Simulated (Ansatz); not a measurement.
# Trends among crystals of one structure type (Fm-3m)

All 4 crystals share space group Fm-3m (No. 225) and the same kinds of sites, 2 atoms in the primitive cell. They are database entries and needn't be the stable phases. The set is a selection: crystals with gaps under 0.25 eV or edges off the refined points were left out. Cells are relaxed by PAW under the functional.

Quantity: Kohn-Sham band edges (the gap between refined extrema, the direct gap on the fine mesh). Level: LDA, all-electron LAPW in Ansatz 0.2.0, scalar-relativistic.

```tsv
crystal	cell (conventional)	fine k mesh	smearing (eV)
LiH	a = 3.909 Å	16×16×16	none
KCl	a = 6.079 Å	12×12×12	none
KBr	a = 6.375 Å	10×10×10	none
KI	a = 6.823 Å	10×10×10	none
```

Task: Rank them by gap, lowest first.
A. LiH
B. KI
C. KCl
D. KBr

Result: A (2.54 eV), B (3.86 eV), D (4.32 eV), C (5.11 eV).

All values:

```csv
crystal,gap (eV),least direct gap (eV),electron conductivity mass (mₑ),ε∞ without local fields (PAW)
LiH,2.54,2.54,0.247,5.13
KCl,5.11,5.11,0.411,2.82
KBr,4.32,4.32,0.343,3.10
KI,3.86,3.86,0.295,3.58
```

Limits of these numbers: semilocal gaps are low, and light masses and ε∞ follow the gap; no spin-orbit coupling on heavy atoms (KBr, KI).
